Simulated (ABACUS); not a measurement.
Worked example: self-consistent single point of CdHgSe2 (P1, 4 atoms in the cell; from Materials Project mp-1226733, changed as shown) in ABACUS.

Computed with PBEsol, numerical atomic orbitals DZP (confined pseudo-atomic orbitals with Gaussian additions; energy shift 0.003 Ry), PseudoDojo 0.4 standard norm-conserving PBEsol (tails mended) pseudopotentials in ABACUS 3.10.1.

The change in words: atoms moved at random. Reference geometry (R3m):
```
CELL_PARAMETERS angstrom
      2.18130     1.25937     7.11663
     -2.18130     1.25937     7.11663
      0.00000    -2.51875     7.11663
ATOMIC_POSITIONS crystal
  Cd 0.50033 0.50033 0.50033
  Hg 0.99985 0.99985 0.99985
  Se 0.87420 0.87420 0.87420
  Se 0.37560 0.37560 0.37560
```

Reference input (self-consistent single point, DFT, PBEsol, numerical atomic orbitals DZP (confined pseudo-atomic orbitals with Gaussian additions; energy shift 0.003 Ry), PseudoDojo 0.4 standard norm-conserving PBEsol (tails mended) pseudopotentials): basis = DZP numerical atomic orbitals, energy shift 0.003 Ry; KPT = Gamma 8 8 8 0 0 0; basis_type = lcao; dft_functional = PBESOL; ecutwfc = 100 Ry; smearing_method = fd; smearing_sigma = 0.00999582 Ry; potentials = PseudoDojo 0.4 standard norm-conserving PBEsol (tails mended); symmetry = 1; ks_solver = genelpa; scf_nmax = 100; scf_thr = 1.0e-06. This run's input differs from it in these lines:

```diff
@@ -45,3 +45,3 @@
 1
-   0.0000000000    0.0000000000   10.6819949667 1 1 1
+   0.0658752600    0.0518358338   10.6588943760 1 1 1
 
@@ -50,3 +50,3 @@
 1
-   0.0000000000   -0.0000000000   21.3467605648 1 1 1
+  -0.0287080893   -0.0268158506   21.3726010593 1 1 1
 
@@ -55,4 +55,4 @@
 2
-   0.0000000000    0.0000000000   18.6641457555 1 1 1
-  -0.0000000000   -0.0000000000    8.0190220644 1 1 1
+  -0.0084154554   -0.0231724816   18.6480621649 1 1 1
+  -0.0287538966   -0.0018512798    8.0323657513 1 1 1
 # file: KPT
```

Log, with long lists cut:

```
 SELF-CONSISTENT
 -------------------------------------------

                  longest orb rcut (Bohr) = 8
   longest nonlocal projector rcut (Bohr) = 1.94
                     search radius (Bohr) = 19.9

                          real space grid = [ 96, 96, 96 ]
                                 init_chg = atomic

 LCAO ALGORITHM --------------- ION=   1  ELEC=   1--------------------------------

 Density error is 0.0295913656944
 E_KohnSham     -1168.0034111040     -15891.5016744507
 E_Fermi        0.5757968190         7.8341176291

 LCAO ALGORITHM --------------- ION=   1  ELEC=   2--------------------------------

   [... lines left out ...]

   [... 5 blocks of this kind left out ...]

 LCAO ALGORITHM --------------- ION=   1  ELEC=   8--------------------------------

 Density error is 2.41452362711e-06
 E_KohnSham     -1168.0167954786     -15891.6837782092
 E_Fermi        0.5881270041         8.0018784035

 LCAO ALGORITHM --------------- ION=   1  ELEC=   9--------------------------------

 Density error is 7.43022975102e-07
 E_KohnSham     -1168.0167954787     -15891.6837782114
 E_KS(sigma->0) -1168.0165481658     -15891.6804133469
 E_entropy(-TS) -0.0004946258        -0.0067297290
 E_Fermi        0.5881244496         8.0018436481
 charge density convergence is achieved
 final etot is -15891.683778 eV
 EFERMI = 8.0018436481 eV

 STATE ENERGY(eV) AND OCCUPATIONS    NSPIN == 1
   [... 43 lines left out ...]

 TOTAL-FORCE (eV/Angstrom)
                       Cd1        -0.2583880414        -0.3409393082         0.1801948361
                       Hg1        -0.0085376988         0.0847792825        -0.1997905864
                       Se1         0.2604708371         0.3649977860         0.1941656886
                       Se2         0.0064549031        -0.1088377603        -0.1745699384

 TOTAL-STRESS (KBAR)
        -7.2684421064        -4.2751312593         2.8656263852
        -4.2751312593        -0.2954997965         2.7822263241
         2.8656263852         2.7822263241        -5.9705140259
 TOTAL-PRESSURE: -4.511485 KBAR

 --------------------------------------------
 !FINAL_ETOT_IS -15891.6837782113943831 eV
 --------------------------------------------
```

The run converged in 9 iterations. Against the reference run the free energy rises by 8.1 meV/atom, the pressure goes from -0.58 to -0.45 GPa and the largest force goes from under 0.1 to 0.49 eV/Å.

The atom-centred basis is finite, which shifts total energies, pressures and forces against plane waves. The structure comes from a collection of computed structures, made at another level of theory; the collection holds predicted forms beside known ones.

Cost on one core: very roughly 110 core-seconds.

The atomic orbitals were generated for these runs; they are not ABACUS's published sets and were checked against plane waves on a few crystals only.

“Tails mended”: in these copies of the files the far tail of each local potential was reset to the Coulomb form.
